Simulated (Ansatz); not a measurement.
Frames from the relaxation of a relaxed K cell, doubled along one cell vector, shaken by Gaussian noise of σ = 0.08 Å a coordinate, as extended XYZ (Å, eV, eV/Å, GPa with compression positive). These are r2SCAN (plane waves to 500 eV, PAW, scalar-relativistic; Ansatz, a quantum-chemistry and plane-wave program) values and carry that method's errors. Γ-centred k-mesh 8×4×8 on the run's cell (coarser than for final values), Fermi–Dirac smearing 0.05 eV.

```xyz
2
Lattice="4.2965 -0.0003 -0.0014 -0.0007 8.5559 0.0010 -0.0014 0.0005 4.2976" Properties=species:S:1:pos:R:3:forces:R:3 pbc="T T T" step=4 free_energy=-3084.771 pressure=0.0 accepted=T
K      0.1729     0.0289    -0.2879    0.0276    0.0380   -0.0400
K     -0.2176     4.3918     0.3100   -0.0276   -0.0380    0.0400
2
Lattice="4.2979 -0.0004 -0.0014 -0.0008 8.5183 0.0013 -0.0014 0.0007 4.3024" Properties=species:S:1:pos:R:3:forces:R:3 pbc="T T T" step=5 free_energy=-3084.793 pressure=0.0 accepted=T
K      0.2838     0.0137    -0.4502    0.0398    0.0477   -0.0519
K     -0.3285     4.3876     0.4725   -0.0398   -0.0477    0.0519
2
Lattice="4.3021 0.0015 -0.0028 0.0031 8.4617 -0.0033 -0.0028 -0.0016 4.3163" Properties=species:S:1:pos:R:3:forces:R:3 pbc="T T T" step=6 free_energy=-3084.823 pressure=0.0 accepted=T
K      0.3984     0.0376    -0.6053    0.0478    0.0251   -0.0531
K     -0.4412     4.3344     0.6254   -0.0478   -0.0251    0.0531
```

The path has 35 moves and ends in I4/mmm (No. 139) at a tolerance of 0.01 Å, Im-3m (No. 229) at 0.1 Å, 0.10 to 0.11 eV/atom (the two k-meshes of the run give this range) below its start. Free energies are of the whole cell and compare only within this code, potentials and settings.  No spin polarisation in the result.

The run could not lose the symmetry of its start, so the end can be a saddle point.

The end of the path is a generated cell of K: the first start was made by placing the elements on the sites of a structure type, and the end was not matched to a known phase here, so it may be hypothetical. Known forms of K include space group No. 229.
